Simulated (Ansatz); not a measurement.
Na₅RuSO₂ in Ansatz, relaxation

The input file (Ansatz 0.2.0, plane waves):

```yaml
crystal:
  lattice:
    - [4.598281, 0.0, 0.0]
    - [0.0, 4.598281, 0.0]
    - [0.0, 0.0, 8.056517]
  atoms:
    - { symbol: Na, position: [0.0, 0.0, 0.5] }
    - { symbol: S, position: [0.5, 0.5, 0.5] }
    - { symbol: Na, position: [0.0, 0.5, 0.2558] }
    - { symbol: Na, position: [0.5, 0.0, 0.2558] }
    - { symbol: Na, position: [0.0, 0.5, 0.7442] }
    - { symbol: Na, position: [0.5, 0.0, 0.7442] }
    - { symbol: Ru, position: [0.0, 0.0, 0.0] }
    - { symbol: O, position: [0.0, 0.0, 0.2187] }
    - { symbol: O, position: [0.0, 0.0, 0.7813] }
  symmetry: { tolerance: 0.0003 }
kpoints:
  mp_grid: { grid: [7, 7, 4], shift: [0, 0, 0] }
magnetization:
  spin_polarized: false
scf:
  occupations: { method: gaussian, width: 0.0571 }
  lower_state_search: "off"
hamiltonian:
  pseudopotentials: { kind: paw }
  xc: pbe
basis:
  ecutwfc: 420
  fft_grid_basis: typed
relax:
  max_steps: 80
  cell: { p_target: 0.0 }
  f_tol: 0.03
output:
  forces: true
  stress: true
  eigenvalues: true
  populations: true
  elf: true
  write_potential: true
  volumetric_format: npy
  dos:
    e_range: [-12, 8]
    de: 0.05
    projected: { site_lists: { Na: [Na], O: [O], Ru: [Ru], S: [S] } }
  bader: false
checkpoint:
  read: saved_state
```

Run with:

```bash
ansatz run input.yaml --threads 2 --pin off --max-ram 3584MiB --backend cpu --events-out ev --progress --plain --runs-dir out
```

Origin of the cell: a known structure type with other elements, at an estimated volume, so it need not be a known compound.

The saved state is a converged single point of the same cell.

Steps («new basis» is an SCF on plane waves selected anew at the same cell):

| step | ΔF (meV/atom) | max force component (eV/Å) | P (GPa) | volume (Å³) | SCF iterations | step was |
| --- | --- | --- | --- | --- | --- | --- |
| 1 | 0.0 | 3.244 | 4.83 | 170.35 | 10 | accepted |
| 2 | -35.5 | 0.694 | 1.25 | 177.37 | 11 | accepted |
| 3 | -37.9 | 0.080 | -0.01 | 180.98 | 10 | accepted |
| 4 | -38.0 | 0.013 | -0.02 | 181.02 | 10 | accepted |
| 5 | -38.0 | 0.006 | 0.00 | 181.06 | 9 | accepted |
| 6 | -39.5 | 0.005 | 0.12 | 181.06 | 13 | new basis |
| 7 | -39.5 | 0.004 | 0.01 | 181.73 | 10 | accepted |
| 8 | -39.5 | 0.003 | 0.01 | 181.73 | 11 | new basis |

The starting structure.

Space group P4/mmm (No. 123); the run's cell has a = 4.598 Å, b = 4.598 Å, c = 8.057 Å, α = 90.00°, β = 90.00°, γ = 90.00°. Shortest distances: O–Ru 1.76 Å, Na–O 2.27 Å, Na–Na 3.03 Å, Na–S 3.03 Å, Na–Ru 3.09 Å, O–O 3.52 Å.

The relaxed structure.

Space group P4/mmm (No. 123); the run's cell has a = 4.727 Å, b = 4.727 Å, c = 8.132 Å, α = 90.00°, β = 90.00°, γ = 90.00°. Shortest distances: O–Ru 1.84 Å, Na–O 2.23 Å, Na–Ru 3.09 Å, Na–Na 3.15 Å, Na–S 3.15 Å.

```yaml
crystal:
  lattice:
    - [4.72716, 0.00000, 0.00000]
    - [0.00000, 4.72716, 0.00000]
    - [0.00000, 0.00000, 8.13249]
  atoms:
    - { symbol: Na, position: [0.00000, 0.00000, 0.50000] }
    - { symbol: S, position: [0.50000, 0.50000, 0.50000] }
    - { symbol: Na, position: [0.00000, 0.50000, 0.24443] }
    - { symbol: Na, position: [0.50000, 0.00000, 0.24443] }
    - { symbol: Na, position: [0.00000, 0.50000, 0.75557] }
    - { symbol: Na, position: [0.50000, 0.00000, 0.75557] }
    - { symbol: Ru, position: [0.00000, 0.00000, 0.00000] }
    - { symbol: O, position: [0.00000, 0.00000, 0.22628] }
    - { symbol: O, position: [0.00000, 0.00000, 0.77372] }
```

```
Free energy lowered by  : 39.5 meV/atom
Volume change           : 6.68 %
Final pressure          : 0.01 GPa
Relaxation steps listed : 8
```

Caveats: no moments, though an odd count or open d shells may carry them; the relaxation held the start's symmetry, so the end may be a saddle point.

Time: 80 s of wall time on 2 CPU thread(s) of a shared host, from a saved density.
